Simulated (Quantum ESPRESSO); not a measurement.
## Ga3ZnP4 (a curve over one atom's position)

Computed values, not a measurement. The program is pw.x of Quantum ESPRESSO 7.5 (plane-wave density functional theory). The cell is made up: 8 atoms on a zincblende/diamond lattice, with randomly drawn elements, strain and displacements, not relaxed. PseudoDojo standard norm-conserving files (v0.5 for PBE, v0.4.1 for LDA and PBEsol) set the functional; there is no spin polarisation, spin-orbit coupling or dispersion term, and the masses in the input are unused placeholders. A spin-polarised start on this cell or one of its family kept no moment.

Seven runs move atom 5 (P, counted in the order of the input) along x and keep all else fixed.

Input of the run at +0.0006:

```
&control calculation='scf', pseudo_dir='./dojo.nc.sr.pbe.v0_5.standard.upf', outdir='./o', disk_io='low', tprnfor=.true., tstress=.true. /
&system ibrav=0, nat=8, ntyp=3, nbnd=50, ecutwfc=84.00895049, nosym=.true., tot_charge=0,
 occupations='smearing', smearing='fd', degauss=0.0073498644
/
&electrons conv_thr=7.350e-09, electron_maxstep=60, /
ATOMIC_SPECIES
Ga 1.0 Ga.upf
P 1.0 P.upf
Zn 1.0 Zn.upf
CELL_PARAMETERS angstrom
5.4985 0.0 0.0
0.0 5.4985 0.0
0.0 0.0 5.4985
ATOMIC_POSITIONS angstrom
Ga -0.0605 -0.0704 0.1247
Ga 0.1811 2.692 2.7117
Ga 2.937 -0.0451 2.8416
Zn 2.834 2.7834 -0.1292
P 1.4397 1.4937 1.4516
P 1.2505 4.1823 4.0509
P 4.2986 1.248 4.0578
P 4.3042 4.0502 1.285
K_POINTS automatic
6 6 6 1 1 1
```

| shift of atom 5 along x (Å) | free energy less that of the input shown (eV) | Fx on atom 5 (eV/Å) | Fy on atom 5 (eV/Å) | Fz on atom 5 (eV/Å) | pressure (GPa) | iterations |
| --- | --- | --- | --- | --- | --- | --- |
| -0.0921 | 0.2049 | 2.684 | -2.593 | -2.533 | 2.92 | 11 |
| -0.0680 | 0.1432 | 2.437 | -2.468 | -2.384 | 2.75 | 12 |
| -0.0516 | 0.1046 | 2.270 | -2.386 | -2.286 | 2.65 | 12 |
| -0.0319 | 0.0619 | 2.069 | -2.289 | -2.172 | 2.53 | 12 |
| +0.0006 | 0.0000 | 1.740 | -2.136 | -1.990 | 2.34 | 12 |
| +0.0871 | -0.1131 | 0.881 | -1.766 | -1.547 | 1.96 | 12 |
| +0.0995 | -0.1233 | 0.761 | -1.717 | -1.488 | 1.92 | 11 |

A cubic fit gives dFx/dx = -10.10 eV/Å² at zero shift. Across the table the free energy follows the integral of the force to within 0.1 meV. A rerun of one of the cells at 1437 eV and a 8 x 8 x 8 mesh moved values by no more than 0.004 eV in energy, 0.05 GPa in stress and 0.006 eV/Å in force.